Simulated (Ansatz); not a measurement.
Ga$_{2}$PN:
Space group P3m1 (No. 156); a = b = 3.503 Å, c = 5.844 Å, α = β = 90.00°, γ = 120.00°

```csv
atom,site,symmetry,x,y,z
Ga,1a,3m.,0.0000,0.0000,0.4664
Ga,1c,3m.,0.6667,0.3333,0.0397
P,1a,3m.,0.0000,0.0000,0.8696
N,1c,3m.,0.6667,0.3333,0.3743
```

Relaxed with PBEsol.

**Question.** Which orbitals make up the states near the Fermi level in the program Ansatz at the PBEsol level (PAW)?

**Answer.** Within 0.5 eV of the Fermi level: P 3p 57 %, Ga 4p 17 %, N 2p 9 %, Ga 4s 8 %, N 2s 6 %. Projections are on Löwdin-orthogonalised atomic valence shells; empty p or d shells of many metals are not among them.

**Question.** Tabulate the density of states.

**Answer.** States/eV per cell of 4 atoms, in 0.25 eV bins, energy from the Fermi level.

| E (eV) | total | N 2p | Ga 4p | P 3p |
|---|---|---|---|---|
| -7.85 | 0.53 | 0.17 | 0.07 | 0.09 |
| -7.60 | 2.05 | 0.63 | 0.22 | 0.38 |
| -7.35 | 2.83 | 0.81 | 0.23 | 0.58 |
| -7.10 | 1.84 | 0.43 | 0.16 | 0.48 |
| -6.85 | 1.21 | 0.26 | 0.12 | 0.34 |
| -6.60 | 1.12 | 0.24 | 0.11 | 0.30 |
| -6.35 | 1.17 | 0.27 | 0.12 | 0.30 |
| -6.10 | 0.86 | 0.20 | 0.10 | 0.22 |
| -5.85 | 1.03 | 0.32 | 0.19 | 0.21 |
| -5.60 | 1.08 | 0.43 | 0.26 | 0.15 |
| -5.35 | 1.36 | 0.57 | 0.35 | 0.22 |
| -5.10 | 1.60 | 0.66 | 0.40 | 0.29 |
| -4.85 | 1.56 | 0.68 | 0.35 | 0.27 |
| -4.60 | 1.68 | 0.72 | 0.42 | 0.35 |
| -4.35 | 1.87 | 0.83 | 0.46 | 0.40 |
| -4.10 | 2.38 | 1.15 | 0.57 | 0.48 |
| -3.85 | 2.64 | 1.39 | 0.59 | 0.48 |
| -3.60 | 2.44 | 1.24 | 0.52 | 0.51 |
| -3.35 | 2.21 | 1.03 | 0.48 | 0.56 |
| -3.10 | 2.16 | 0.97 | 0.44 | 0.61 |
| -2.85 | 2.66 | 1.03 | 0.51 | 0.96 |
| -2.60 | 2.18 | 0.66 | 0.42 | 0.98 |
| -2.35 | 2.28 | 0.63 | 0.43 | 1.11 |
| -2.10 | 1.43 | 0.35 | 0.27 | 0.73 |
| -1.85 | 1.36 | 0.25 | 0.27 | 0.77 |
| -1.60 | 1.17 | 0.15 | 0.24 | 0.73 |
| -1.35 | 0.83 | 0.08 | 0.17 | 0.55 |
| -1.10 | 0.64 | 0.05 | 0.13 | 0.43 |
| -0.85 | 0.56 | 0.03 | 0.10 | 0.38 |
| -0.60 | 0.47 | 0.03 | 0.08 | 0.33 |
| -0.35 | 0.46 | 0.03 | 0.08 | 0.31 |
| -0.10 | 0.37 | 0.02 | 0.06 | 0.26 |
| 0.15 | 0.23 | 0.03 | 0.04 | 0.10 |
| 0.40 | 0.16 | 0.03 | 0.03 | 0.01 |
| 0.65 | 0.22 | 0.05 | 0.05 | 0.01 |
| 0.90 | 0.49 | 0.07 | 0.15 | 0.03 |
| 1.15 | 1.02 | 0.12 | 0.35 | 0.05 |
| 1.40 | 1.32 | 0.16 | 0.46 | 0.07 |
| 1.65 | 1.21 | 0.16 | 0.43 | 0.07 |
| 1.90 | 1.14 | 0.15 | 0.41 | 0.07 |
| 2.15 | 1.38 | 0.17 | 0.54 | 0.12 |
| 2.40 | 1.20 | 0.13 | 0.43 | 0.12 |
| 2.65 | 0.88 | 0.10 | 0.21 | 0.10 |
| 2.90 | 2.08 | 0.33 | 0.54 | 0.19 |
| 3.15 | 2.26 | 0.39 | 0.65 | 0.21 |
| 3.40 | 2.09 | 0.37 | 0.67 | 0.18 |
| 3.65 | 2.04 | 0.29 | 0.78 | 0.18 |
| 3.90 | 2.21 | 0.28 | 0.87 | 0.22 |
| 4.15 | 2.06 | 0.21 | 0.73 | 0.28 |
| 4.40 | 1.95 | 0.20 | 0.68 | 0.31 |
| 4.65 | 2.37 | 0.24 | 0.98 | 0.31 |

The start of the workflow was typed in or built on a structure type; neither database checked (COD, Materials Project) lists it. Whether it is the stable phase at ambient conditions was not checked. The cell was relaxed with PBEsol under the symmetry of its start; its stability against distortions is not shown here. Spin–orbit coupling is left out wherever it is not named.

Potentials: the earlier of the program's two PAW sets. The files were generated under PBE; for other functionals the program regenerates the frozen cores, and for LDA and PBEsol the local potential too.
